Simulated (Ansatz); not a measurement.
GaSiGeN in space group R3m (No. 160; Ga on 3a, N on 3a, Ge on 3a, Si on 3a) under volume change, plane-wave PAW PBEsol (Ansatz code), shape and atoms relaxed at each volume.

```tsv
V (Å³/atom)	E − E(relaxed) (meV/atom)	P (GPa)
15.584	16.7	5.57
16.081	?	?
16.578	0.0	-0.03
17.076	?	?
17.573	14.4	-4.34
```

Problem. Complete the blanks.

Solution. 
- 17.076, E − E(relaxed) (meV/atom): 3.9
- 17.076, P (GPa): -2.38
- 16.081, E − E(relaxed) (meV/atom): 4.0
- 16.081, P (GPa): 2.67

Problem. What does a third-order Birch–Murnaghan fit give for V₀, B₀ and B′?

Solution. V₀ = 16.58 Å³/atom, B₀ = 82.2 GPa, B′ = 3.2.

The start of the workflow was typed in or built on a structure type; neither database checked (COD, Materials Project) lists it. Whether it is the stable phase at ambient conditions was not checked. The cell was relaxed with PBEsol under the symmetry of its start; whether a distortion lowers the energy is not shown. Its formation energy is positive at this level, so the cell may be metastable or incomplete.

Potentials: the earlier of the program's two PAW sets. The files were generated under PBE; for other functionals the program regenerates the frozen cores, and for LDA and PBEsol the local potential too.
